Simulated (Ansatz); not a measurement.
What DFT gives for Ga₂Ni₄Ru₃

```xyz
9
Lattice="-9.0091 0.0000 0.0000 0.0000 0.0000 3.7052 -0.5934 3.6160 1.8526" Properties=species:S:1:pos:R:3 pbc="T T T"
Ni   -8.4042    1.0132    1.8526
Ni   -1.1983    2.6028    3.7052
Ru   -5.7644    0.8751    1.8526
Ru   -3.8381    2.7409    3.7052
Ga   -3.2341    2.0684    1.8526
Ga   -6.3684    1.5477    3.7052
Ru    0.0000    0.0000    0.0000
Ni   -7.1556    3.0064    1.8526
Ni   -2.4469    0.6097    3.7052
```

Method: PBE, no spin polarisation; PAW, plane waves to 420 eV, 3×7×7 Γ-centred mesh, fermi-dirac occupations (width 0.0531 eV) (Ansatz 0.2.0), atoms fixed.

Task: Metal or insulator?

Result: It is a metal, with about 13 states/eV a cell as the mean within 0.25 eV of the Fermi level, mostly Ru d (49 %) and Ni d (45 %).

Task: What do density and ELF say about some of the short contacts?

Result: Ru–Ga at 2.06 Å: least valence density 0.92 e/Å³ and ELF 0.35 there. Ga–Ni at 2.17 Å: least valence density 0.58 e/Å³ and ELF 0.30 there. Ni–Ru at 2.20 Å: least valence density 0.73 e/Å³ and ELF 0.25 there. Both are smooth PAW fields, read partly inside the augmentation spheres.

Task: Where is the largest force?

Result: The largest is on Ga5 (and as large on other atoms): 8.43 eV/Å, components (3.93, -7.46, 0.00). It makes 115° with the line to a nearest neighbour, Ru4 at 2.06 Å.

Task: Which element gives electrons and which takes them?

Result: Bader charges in e: Ga +0.46, Ni -0.08 to +0.03, Ru -0.36 to -0.12. In the mean Ga gives up most and Ru takes most.

Task: Is the cell too large or too small?

Result: The pressure is 39.0 GPa (compression positive), so with the atoms held at these fractions the cell would first expand; the forces are large, so a full relaxation may end otherwise. The principal stresses 3.1, 25.1, 88.8 GPa differ, so its shape would change too.

Task: What is the formation energy?

Result: 1.13 eV an atom against the elements' usual phases (free molecules for gases, crystals otherwise, with no correction for O₂ or N₂), so at this geometry it isn't bound against them. Relaxing would lower it.

Origin: a known structure type with other elements, at an estimated volume, so it need not be a known compound. Caveats: no spin polarisation, so a magnetic state may lie lower; atoms or cell far from equilibrium.
